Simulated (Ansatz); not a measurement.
A geometry of Si$_{2}$W away from equilibrium: step 3 of the relaxation of a relaxed Si2W cell shaken by Gaussian noise of σ = 0.08 Å a coordinate. All values below come from PBE (plane waves to 420 eV, PAW, scalar-relativistic; Ansatz, a first-principles code). Γ-centred k-mesh 5×5×5 on the run's cell (coarser than for final values), Fermi–Dirac smearing 0.05 eV. The plane waves were selected for a different cell earlier on the path.

```yaml
crystal:
  lattice:
    - [-0.18022, 4.67893, 4.64538]
    - [4.60711, -0.13400, 4.59916]
    - [4.53653, 4.56212, -0.06341]
  atoms:
    - { symbol: Si, position: [0.53286, 0.00174, 0.01887] }
    - { symbol: Si, position: [0.01146, 0.47880, 0.54473] }
    - { symbol: Si, position: [0.50473, 0.00334, 0.50919] }
    - { symbol: Si, position: [0.00396, 0.48746, 0.00411] }
    - { symbol: Si, position: [0.58269, 0.42776, 0.98869] }
    - { symbol: Si, position: [0.97494, 0.02290, 0.47811] }
    - { symbol: W, position: [0.74755, 0.75608, 0.76096] }
    - { symbol: W, position: [0.25194, 0.25982, 0.25779] }
    - { symbol: W, position: [0.98834, 0.03986, 0.92762] }
```

**Question.** Give the Cartesian forces on all atoms (eV/Å).

**Answer.** 
```tsv
atom	Fx	Fy	Fz
Si1	0.03	0.63	0.87
Si2	-0.59	0.62	-0.66
Si3	0.28	-0.50	-0.16
Si4	0.06	0.20	-0.19
Si5	-1.61	1.18	-0.71
Si6	0.01	0.15	1.06
W7	1.18	-0.19	1.01
W8	0.73	-0.70	-1.48
W9	-0.09	-1.39	0.27
```

The path ends in P1 (No. 1). No spin polarisation in the result.

The end of the path is a generated cell of Si2W: the first start was made by a random draw of sites in a space group, and the end was not matched to a known phase here, so it may be hypothetical. Known forms of Si2W include space group No. 139.
